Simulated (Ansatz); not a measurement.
Relaxed candidate structures of Zr₂Ge:

A. P-6m2 (No. 187), hP3; a = b = 3.0903 Å, c = 7.6406 Å, α = β = 90.00°, γ = 120.00°; Ge 1a (0.000, 0.000, 0.000); Zr 2i (0.667, 0.333, 0.299)

B. Cmce (No. 64), oS24; a = 12.4175 Å, b = 6.4148 Å, c = 6.4722 Å, α = 90.00°, β = 90.00°, γ = 90.00°; Ge 8d (0.126, 0.000, 0.000); Zr 8f (0.000, 0.334, 0.167); Zr 8e (0.250, 0.235, 0.250)

C. P6₃/mmc (No. 194), hP12, AFLOW prototype AB2_hP12_194_f_ah (C14, as in MgZn2); a = 5.6632 Å, b = 5.6632 Å, c = 9.2040 Å, α = 90.00°, β = 90.00°, γ = 120.00°; Ge 4f (0.333, 0.667, 0.063); Zr 2a (0.000, 0.000, 0.000); Zr 6h (0.340, 0.170, 0.250)

D. P6mm (No. 183), hP3; a = b = 4.8363 Å, c = 2.9429 Å, α = β = 90.00°, γ = 120.00°; Ge 1a (0.000, 0.000, 0.784); Zr 2b (0.333, 0.667, 0.142)

E. Fd-3m, origin choice 1 (No. 227), cF48, AFLOW prototype AB2_cF48_227_c_e (as in Ti2C); a = b = c = 10.2570 Å, α = β = γ = 90.00°; Ge 16d (0.625, 0.625, 0.625); Zr 32e (0.365, 0.365, 0.365)

Q: Put the candidates in order of energy per atom, lowest first, for r2SCAN (plane waves to 500 eV, PAW, scalar-relativistic; Ansatz, a program for electronic structure).

A: B (reference), E (+0.14 eV/atom), A (+0.33 eV/atom), D (+0.53 eV/atom), C (+0.78 eV/atom)

The lowest structure calculated, P6₃/mmc, hP6, AFLOW prototype AB2_hP6_194_c_ad (B8_2, as in InNi2), is not among these; it lies 0.17 eV/atom below the lowest of them. Each run could gain symmetry but not lose that of its start, so entries can be saddle points. All of these are generated cells (placed on structure types, drawn at random, substituted or restacked) that were not matched to a known phase here. The real structure of this composition may not be among these, and whether this composition forms is not checked here. Static energies at zero pressure. No spin polarisation in the result.
